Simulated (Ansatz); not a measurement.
# Calculated with Ansatz: CdTe6Pd, settings compared

Launch command:

```bash
ansatz run input.yaml --threads 1 --pin off --max-ram 2560MiB --backend cpu --events-out ev --progress --plain --runs-dir out
```

The input file (Ansatz 0.2.0, plane waves):

```yaml
crystal:
  lattice:
    - [6.746182, 0.0, 0.0]
    - [-3.373091, 5.842366, 0.0]
    - [-3.373091, 1.947455, 6.369923]
  atoms:
    - { symbol: Te, position: [0.25, 0.083, 0.751] }
    - { symbol: Te, position: [0.917, 0.416, 0.751] }
    - { symbol: Te, position: [0.584, 0.75, 0.751] }
    - { symbol: Te, position: [0.75, 0.917, 0.249] }
    - { symbol: Te, position: [0.083, 0.584, 0.249] }
    - { symbol: Te, position: [0.416, 0.25, 0.249] }
    - { symbol: Cd, position: [0.5, 0.5, 0.5] }
    - { symbol: Pd, position: [0.0, 0.0, 0.0] }
  symmetry: { tolerance: 0.0003 }
kpoints:
  mp_grid: { grid: [3, 3, 3], shift: [0, 0, 0] }
magnetization:
  spin_polarized: false
scf:
  occupations: { method: fermi_dirac, width: 0.0311 }
hamiltonian:
  pseudopotentials: { kind: paw }
  xc: pbe
basis:
  ecutwfc: 420
output:
  forces: true
  stress: true
  eigenvalues: true
  write_density: true
  write_potential: true
  elf: true
  volumetric_format: npy
```

Origin of the cell: a known structure type with other elements, at an estimated volume, so it need not be a known compound.

Output of this run (shortened):

```
SCF iter   1: F=—  HF=-57105.169406 eV  Δρ=2.75e-3  dr2=2.76e-2  defer=6
SCF iter   2: F=—  HF=-57105.169519 eV  Δρ=1.84e-3  dr2=8.54e-3  defer=31
SCF iter   3: F=—  HF=-57105.168224 eV  Δρ=4.97e-4  dr2=7.56e-4  defer=31
SCF iter   4: F=—  HF=-57105.168174 eV  Δρ=1.04e-4  dr2=2.41e-5  defer=31
SCF iter   5: F=—  HF=-57105.168096 eV  Δρ=3.35e-5  dr2=2.89e-6  defer=31
SCF iter   6: F=—  HF=-57105.168097 eV  Δρ=1.57e-5  dr2=6.32e-7  defer=31
SCF iter   7: F=-57105.168097 eV  HF=-57105.168097 eV  Δρ=3.10e-6  dr2=2.24e-8
SCF 1 converged in 7 iterations: F = -57105.168097 eV  dr2 = 2.24e-8
SCF converged after 7 iterations
Free energy (F): -57105.168097 eV
Harris-Foulkes:  -57105.168097 eV  (|F-HF|=1.13e-8)
Internal energy: -57105.145384 eV  (E = F + TS)
E sigma→0 (E₀):  -57105.156740 eV
Entropy (-TS):   -0.022713 eV (-2.839 meV/atom)
Fermi energy:    8.877464 eV
--- Per-component energies (eV) ---
  E_band       = -2396.974291
  E_kinetic    = 2093.386326
  E_local      = -14924.390530  (includes V_loc(G=0)·N_el)
  E_nonlocal   = -1613.739714
  E_hartree    = 8122.078544
  E_xc         = -1086.773186
  E_vxc        = -1052.138762  (∫ρ·V_xc dr)
  E_paw        = -35804.304574  (= ΣΔE_a)
  E_vpaw       = -3144.248991  (= ΣTr[D̂ρ^β])
  E_aug_tail   = -0.000999  (compensation charges beyond the density's cutoff)
  E_ewald      = -13891.401250
  E_smearing   = -0.022713  (= −TS)
  Σ components = -57105.168097   (vs F -57105.168097, Δ=0.00e0)
--- Forces (eV/Å), atoms counted from 1 ---
  atom   1  Te    -0.367993    -1.086964     0.686613
  atom   2  Te     1.125335     0.224791     0.686613
  atom   3  Te    -0.757342     0.862173     0.686613
  atom   4  Te     0.367993     1.086964    -0.686613
  atom   5  Te    -1.125335    -0.224791    -0.686613
  atom   6  Te     0.757342    -0.862173    -0.686613
  atom   7  Cd    -0.000000     0.000000     0.000000
  atom   8  Pd    -0.000000     0.000000     0.000000
  max |Σ_I F_I| component: 2.22e-16 eV/Å
--- Stress (GPa, compression-positive) ---
        0.385414       0.000000       0.000000
       -0.000000       0.385414       0.000000
       -0.000000       0.000000      -1.454531
  P = ⅓ Tr σ = -0.2279 GPa (-2.279 kbar)
```

The same input was run again with these changes:

1. `crystal.symmetry` { tolerance: 0.0003 } → { detect: false }
2. `kpoints.mp_grid.grid` [3, 3, 3] → [4, 4, 4]; `hamiltonian.hubbard` default → { sites: [{ species: Pd, l: d, u_eff: 1.0 }], double_counting: fll }; `scf.eigensolver.kind` default → davidson
3. `basis.xc_grid` default → 4
4. `scf.occupations.width` 0.0311 → 0.05; `hamiltonian.dispersion` default → d3bj

| run | end | SCF iterations | P (GPa) | max force component (eV/Å) | moment (μB) | ΔE(σ→0) (meV/atom) |
| --- | --- | --- | --- | --- | --- | --- |
| base | converged | 7 | -0.23 | 1.125 | – | 0 |
| 1 | converged | 7 | -0.23 | 1.125 | – | 0.00 |
| 2 | converged | 14 | -0.21 | 1.192 | – | – |
| 3 | converged | 7 | -0.23 | 1.125 | – | 0.00 |
| 4 | converged | 7 | -2.41 | 1.133 | – | – |

Energies are compared only where functional, datasets, charge and starting cell are the same.

Caveats of the base run: no spin-orbit coupling, though heavy elements are present; the k mesh is coarse if the cell is a metal.

The base run took 8.4 s of wall time on 1 CPU thread(s) of a shared host, from the program's own first density.
